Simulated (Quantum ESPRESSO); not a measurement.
## One change at a time to LiMo3ScTa2Ti

These are calculations, not measurements. They come from Quantum ESPRESSO 7.5, a public plane-wave density functional program. Each row is one single-point run on a made-up periodic cell of eight metal atoms, with elements, volume, strain and displacements drawn at random and not relaxed, so a cell may be unstable or far from any real phase. There is no spin polarisation or spin-orbit coupling.

Settings: PBE unless stated; PseudoDojo standard norm-conserving files; Fermi-Dirac width 0.25 eV, which means electrons at about 2900 K; cutoff 1143 eV; 8 x 4 x 3 k mesh shifted half a step off Gamma. E is the free energy of the whole cell (internal energy minus TS), so a -TS column is already part of it. Stress is positive in tension, and the pressure P is minus a third of its trace.

Checks: one run of this series was repeated at a higher cutoff and on a denser mesh, which moved values by no more than 0.013 eV, 0.07 GPa and 0.005 eV/Å, and a second program with other atomic files agreed on it to 2 % rms in force and 0.5 GPa in pressure. Known limits: heavy elements are run without spin-orbit coupling, which real alloys of them have; a spin test at this wide smearing found no moment, but such smearing suppresses magnetism that the real alloy may have.

The lattice is face-centred cubic, and the cell vectors in Å are (0.000, -2.080, -2.080); (0.000, 4.160, -4.160); (8.319, 0.000, 0.000), a volume of 143.96 Å³ in run 1. The elements on sites 1 to 8 are Ta Mo Mo Ti Mo Sc Li Ta. Each later run makes one change to run 1 and keeps the rest. E is counted from run 1, and is n/a where other atomic files have another zero of energy.

```
run,change,V (Å³),P (GPa),-TS (eV),rms force (eV/Å),largest change of a force component (eV/Å),E (eV)
1,none,143.96,-3.85,-1.953,0.490,0.000,0.000
2,sites 3 and 4 exchanged,143.96,-3.31,-2.044,0.513,0.543,0.096
3,all lengths scaled by -0.90 %,140.11,-0.26,-1.896,0.547,0.177,?
4,PBEsol in place of PBE,143.96,-8.63,-1.956,0.450,0.119,n/a
5,Zn on site 7,143.96,-4.34,-1.927,0.604,0.326,n/a
6,site 4 moved by -0.05 Å along y,143.96,-3.81,-1.950,0.489,0.176,0.004
```

## Worked estimate

Along a uniform scaling dE = -P dV. The mean of the two pressures is -2.055 GPa and the volume changes by -3.85 Å³, with 160.2 GPa to one eV/Å³. The same two rows give -V dP/dV = 132 GPa for this cell with clamped atoms, which is not the bulk modulus of a real alloy.

## Withheld value

Question: what E should run 3 give?

The estimate is -0.049 eV. The calculation gave -0.050 eV.
